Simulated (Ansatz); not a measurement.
Starting cell, TiB₂ (AlB2 type, space group P6/mmm):

```yaml
crystal:
  lattice:
    - [3.02488, 0.00000, 0.00000]
    - [-1.51244, 2.61962, 0.00000]
    - [0.00000, 0.00000, 3.22383]
  atoms:
    - { symbol: Ti, position: [0.00000, 0.00000, 0.00000] }
    - { symbol: B, position: [0.33333, 0.66667, 0.50000] }
    - { symbol: B, position: [0.66667, 0.33333, 0.50000] }
```

The atoms are displaced by Q × the pattern below (from a DFPT mode at Γ, largest move 1; Q in Å), at fixed cell. It is one choice among 3 degenerate patterns.

```csv
atom,x,y,z
Ti1,0.000,0.000,0.452
B2,0.000,0.000,-1.000
B3,0.000,0.000,-1.000
```

All values below come from r2SCAN (plane waves to 500 eV, PAW, scalar-relativistic; Ansatz, a program for electronic structure). k mesh 18×18×14 (Γ-centred), Fermi-Dirac smearing 0.05 eV. Energies are smeared free energies. With partly filled bands, energies and forces of such displacements shift with the k mesh and the smearing. The PAW data are Ansatz's earlier set. TiB2 is run without spin polarisation. TiB2 was relaxed with its symmetry unable to fall. The zero of ΔE is the undisplaced structure. The last digit holds for this mesh only.

| Q (Å) | ΔE (meV/cell) |
|---|---|
| -0.180 | 523.7 |
| -0.150 | 360.6 |
| -0.120 | 228.9 |
| -0.090 | 127.9 |
| -0.060 | withheld |
| -0.030 | 14.1 |
| 0.000 | 0.0 |
| 0.030 | 14.1 |
| 0.060 | withheld |
| 0.090 | 127.9 |
| 0.120 | 228.9 |
| 0.150 | 360.6 |
| 0.180 | 523.7 |

Fit an even polynomial form (powers 2, 4) to the given rows and predict ΔE at Q = 0.060.

Least squares on the 11 given rows: ΔE = (15690)·Q² + (14800)·Q⁴, in meV/cell with Q in Å; root-mean-square residual 0.12 meV/cell. At 0.060 the fit gives 56.7 meV/cell; the calculation gives 56.5 meV/cell, so the interpolation is off by 0.2 (+0.4 %). The quadratic term alone would give 56.5 meV/cell.

(A displaced cell: forces are minus the slopes of the energy, force constants its curvatures, and phonons follow from these.)
